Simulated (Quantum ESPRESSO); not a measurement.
# Al3Ti3ScMg: input and log of a self-consistent run

Computed values, not a measurement. The program is pw.x of Quantum ESPRESSO 7.5 (plane-wave density functional theory). The cell is made up: eight metal atoms on a face-centred cubic lattice, with elements, volume, strain and displacements drawn at random and not relaxed, so it may be unstable or far from any real phase. PseudoDojo standard norm-conserving files set the functional (PBE unless stated); there is no spin polarisation or spin-orbit coupling, the Fermi-Dirac width of 0.25 eV means electrons at about 2900 K, and the masses in the input are unused placeholders. A spin test at this wide smearing found no moment, but such smearing suppresses magnetism that the real alloy may have.

Input:

```
&control calculation='scf', pseudo_dir='./dojo.nc.sr.pbe.v0_5.standard.upf', outdir='./o', disk_io='minimal', tprnfor=.true., tstress=.true. /
&system ibrav=0, nat=8, ntyp=4, nbnd=46, ecutwfc=84.00895049, nosym=.true., tot_charge=0,
 occupations='smearing', smearing='fd', degauss=0.0183746611
/
&electrons conv_thr=1.470e-08, electron_maxstep=70, mixing_beta=0.5 /
ATOMIC_SPECIES
Al 1.0 Al.upf
Mg 1.0 Mg.upf
Sc 1.0 Sc.upf
Ti 1.0 Ti.upf
CELL_PARAMETERS angstrom
-4.2063 0.044 0.017
-2.0507 -4.2411 -2.0931
-2.0847 -4.1903 6.2116
ATOMIC_POSITIONS angstrom
Al -0.0231 -0.0032 -0.0439
Ti -1.9924 -4.1746 2.1721
Al -2.0629 -2.1694 -0.008
Ti -4.0899 -6.3218 2.15
Al -4.2678 -4.1576 4.1845
Ti -4.2499 -4.2313 -0.1166
Sc -4.3285 -2.0049 2.0271
Mg -6.3188 -6.3065 4.1179
K_POINTS automatic
6 5 3 1 1 1
```

The log is shortened where brackets say so; the opening notice, blank lines, dates and the lines on written files are dropped, and the path of the files is cut. It prints rydbergs, bohrs and kilobars, and counts compression as positive stress. Its total energy is the free energy E - TS of the whole cell.

```
     Program PWSCF v.7.5
     Parallel version (MPI & OpenMP), running on       4 processor cores
     Number of MPI processes:                 4
     Threads/MPI process:                     1
     [start-up lines left out]
     bravais-lattice index     =            0
     lattice parameter (alat)  =       7.9493  a.u.
     unit-cell volume          =    1001.7994 (a.u.)^3
     number of atoms/cell      =            8
     number of atomic types    =            4
     number of electrons       =        66.00
     number of Kohn-Sham states=           46
     kinetic-energy cutoff     =      84.0090  Ry
     charge density cutoff     =     336.0358  Ry
     scf convergence threshold =      1.5E-08
     mixing beta               =       0.5000
     number of iterations used =            8  plain     mixing
     Exchange-correlation= PBE
                           (   1   4   3   4   0   0   0)
     [axes and pseudopotential details left out]
   Cartesian axes
     site n.     atom                  positions (alat units)
         1        Al     tau(   1) = (  -0.0054914  -0.0007607  -0.0104361  )
         2        Ti     tau(   2) = (  -0.4736407  -0.9924013   0.5163596  )
         3        Al     tau(   3) = (  -0.4904002  -0.5157178  -0.0019018  )
         4        Ti     tau(   4) = (  -0.9722661  -1.5028416   0.5111059  )
         5        Al     tau(   5) = (  -1.0145571  -0.9883600   0.9947548  )
         6        Ti     tau(   6) = (  -1.0103019  -1.0058802  -0.0277186  )
         7        Sc     tau(   7) = (  -1.0289870  -0.4766122   0.4818897  )
         8        Mg     tau(   8) = (  -1.5021284  -1.4992044   0.9789224  )
     number of k points=    45  Fermi-Dirac smearing, width (Ry)=  0.0184
                       cart. coord. in units 2pi/alat
        k(    1) = (  -0.0839893  -0.0752977   0.0338853), wk =   0.0444444
        k(    2) = (  -0.0836115   0.0916801  -0.3048200), wk =   0.0444444
     [further k points left out]
     Dense  grid:   104163 G-vectors     FFT dimensions: (  48,  60,  90)
     Estimated max dynamical RAM per process >     259.08 MB
     Estimated total dynamical RAM >     960.02 MB
     Initial potential from superposition of free atoms
     starting charge      65.9845, renormalised to      66.0000
     Starting wfcs are   57 randomized atomic wfcs
     total cpu time spent up to now is        3.5 secs
     per-process dynamical memory:   198.1 Mb
     Self-consistent Calculation
     iteration #  1     ecut=    84.01 Ry     beta= 0.50
     Davidson diagonalization with overlap
     ethr =  1.00E-02,  avg # of iterations =  2.1
     Threshold (ethr) on eigenvalues was too large:
     Diagonalizing with lowered threshold
     Davidson diagonalization with overlap
     ethr =  8.93E-04,  avg # of iterations =  4.5
     total cpu time spent up to now is       14.4 secs
     total energy              =    -585.41953287 Ry
     estimated scf accuracy    <       0.56808391 Ry
     iteration #  2     ecut=    84.01 Ry     beta= 0.50
     Davidson diagonalization with overlap
     ethr =  8.61E-04,  avg # of iterations =  7.4
     total cpu time spent up to now is       22.3 secs
     total energy              =    -585.15388151 Ry
     estimated scf accuracy    <       5.98562905 Ry
     iteration #  3     ecut=    84.01 Ry     beta= 0.50
     Davidson diagonalization with overlap
     ethr =  8.61E-04,  avg # of iterations =  5.5
     total cpu time spent up to now is       29.0 secs
     total energy              =    -585.62635709 Ry
     estimated scf accuracy    <       0.91475256 Ry
     iteration #  4     ecut=    84.01 Ry     beta= 0.50
     Davidson diagonalization with overlap
     ethr =  8.61E-04,  avg # of iterations =  1.9
     total cpu time spent up to now is       33.7 secs
     total energy              =    -585.68292940 Ry
     estimated scf accuracy    <       0.25003795 Ry
     iteration #  5     ecut=    84.01 Ry     beta= 0.50
     Davidson diagonalization with overlap
     ethr =  3.79E-04,  avg # of iterations =  2.7
     total cpu time spent up to now is       38.6 secs
     total energy              =    -585.68821338 Ry
     estimated scf accuracy    <       0.26438304 Ry
     [iterations 6 to 13 left out]
     iteration # 14     ecut=    84.01 Ry     beta= 0.50
     Davidson diagonalization with overlap
     ethr =  1.20E-08,  avg # of iterations =  6.2
     total cpu time spent up to now is       95.7 secs
     total energy              =    -585.71316525 Ry
     estimated scf accuracy    <       0.00000111 Ry
     iteration # 15     ecut=    84.01 Ry     beta= 0.50
     Davidson diagonalization with overlap
     ethr =  1.68E-09,  avg # of iterations =  4.1
     total cpu time spent up to now is      101.0 secs
     total energy              =    -585.71316539 Ry
     estimated scf accuracy    <       0.00000107 Ry
     iteration # 16     ecut=    84.01 Ry     beta= 0.50
     Davidson diagonalization with overlap
     ethr =  1.62E-09,  avg # of iterations =  1.4
     total cpu time spent up to now is      105.5 secs
     total energy              =    -585.71316544 Ry
     estimated scf accuracy    <       0.00000008 Ry
     iteration # 17     ecut=    84.01 Ry     beta= 0.50
     Davidson diagonalization with overlap
     ethr =  1.17E-10,  avg # of iterations =  5.4
     total cpu time spent up to now is      111.7 secs
     total energy              =    -585.71316546 Ry
     estimated scf accuracy    <       0.00000002 Ry
     iteration # 18     ecut=    84.01 Ry     beta= 0.50
     Davidson diagonalization with overlap
     ethr =  2.79E-11,  avg # of iterations =  2.9
     total cpu time spent up to now is      116.8 secs
     End of self-consistent calculation
     [lines on levels left out]
!    total energy              =    -585.71316546 Ry
     estimated scf accuracy    <          3.9E-09 Ry
     smearing contrib. (-TS)   =      -0.12397172 Ry
     internal energy E=F+TS    =    -585.58919374 Ry
     The total energy is F=E-TS. E is the sum of the following terms:
     one-electron contribution =    -335.79996071 Ry
     hartree contribution      =     180.88495530 Ry
     xc contribution           =     -90.87112976 Ry
     ewald contribution        =    -339.80305857 Ry
     convergence has been achieved in  18 iterations
     Forces acting on atoms (cartesian axes, Ry/au):
     atom    1 type  1   force =    -0.00960292    0.00173939    0.00357920
     atom    2 type  4   force =    -0.02844916   -0.00087985   -0.01848336
     atom    3 type  1   force =    -0.02054659   -0.00753392   -0.00322210
     atom    4 type  4   force =    -0.02902965    0.01834321   -0.01083584
     atom    5 type  1   force =     0.02085526    0.00450646   -0.00815222
     atom    6 type  4   force =     0.00985971   -0.00934868    0.01574455
     atom    7 type  3   force =     0.04033982   -0.01473096    0.00749667
     atom    8 type  2   force =     0.01657352    0.00790433    0.01387310
     Total force =     0.080188     Total SCF correction =     0.000166
     Computing stress (Cartesian axis) and pressure
          total   stress  (Ry/bohr**3)                   (kbar)     P=      -11.97
  -0.00013385   0.00009169   0.00010418          -19.69       13.49       15.33
   0.00009169   0.00000857  -0.00001810           13.49        1.26       -2.66
   0.00010418  -0.00001810  -0.00011886           15.33       -2.66      -17.48
     init_run     :      3.28s CPU      3.39s WALL (       1 calls)
     electrons    :    112.97s CPU    113.36s WALL (       1 calls)
     forces       :      0.92s CPU      0.93s WALL (       1 calls)
     stress       :      3.01s CPU      3.01s WALL (       1 calls)
     [timing details left out]
     PWSCF        :   2m 0.24s CPU   2m 0.78s WALL
     JOB DONE.
```

In other units: free energy -7969.034 eV for the cell, pressure -1.20 GPa, largest force component 1.037 eV/Å in size. The run took 122 s of wall time with four MPI processes on a shared machine (AMD EPYC, Zen 5, virtual cores), so the time is rough. A rerun of this cell at a higher cutoff and on a denser mesh moved values by no more than 0.002 eV in energy, 0.03 GPa in stress and 0.008 eV/Å in force, and a second program with other atomic files agreed on that cell to 2 % rms in force and 0.5 GPa in pressure.